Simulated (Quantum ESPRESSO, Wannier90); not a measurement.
**MgSe (wurtzite), plane waves to Wannier functions**

```xyz
4
Lattice="4.2215 0.0000 0.0000 -2.1107 3.6559 0.0000 0.0000 0.0000 6.8167" Properties=species:S:1:pos:R:3 pbc="T T T"
Mg    -2.1107     1.2186     3.3968
Mg     2.1107    -1.2186    -0.0115
Se    -2.1107     1.2186    -0.8406
Se     2.1107    -1.2186     2.5678
```

Structure: Materials Project mp-1018040, symmetrised, not relaxed again. Not found in the COD (Crystallography Open Database) copy used, which has the formula in other groups; not checked further. Method: LDA plane waves in Quantum ESPRESSO 7.5 (PseudoDojo norm-conserving files, 69 Ry, no spin polarisation, no spin-orbit coupling), Bloch states on a 4×4×4 mesh through Γ, Wannier90 4.0.1. Density: 12×12×6 mesh, cold smearing 0.01 Ry. Spin-orbit coupling, left out, would split the p-like bands by a few tenths of an eV.

Functional, cutoff and mesh named above are those of the base row (4×4×4); the first column says what each row takes instead. Model: 16 functions from bands 19-44, start hydrogen-like Mg: s;p; Se: s;p, centres 0.05 Å off the atoms, frozen window tied to the conduction edge or Fermi level of each row, as listed, which moves Ω_I and hoppings a little by itself. Energies are relative to the valence-band maximum; the misfit is to pw.x on a path, for states up to 3.4 eV relative to the valence-band maximum. Only the mesh of Bloch states changes. The disentangled Ω_I can sit in another minimum from row to row.

| mesh | frozen to (eV) | Ω_I (Å²) | rms misfit (meV) | k-points (cost) | rough cost of nscf and overlaps (first row = 1) |
|---|---|---|---|---|---|
| 2×2×2 | 3.89 | 17.78 | 104 | 8 | 1.0 |
| 3×3×3 | 3.89 | 21.55 | 49 | 27 | 1.5 |
| 4×4×4 | 3.89 | 23.44 | 22 | 64 | 4 |
| 5×5×5 | 3.89 | 24.53 | 6.6 | 125 | 7 |
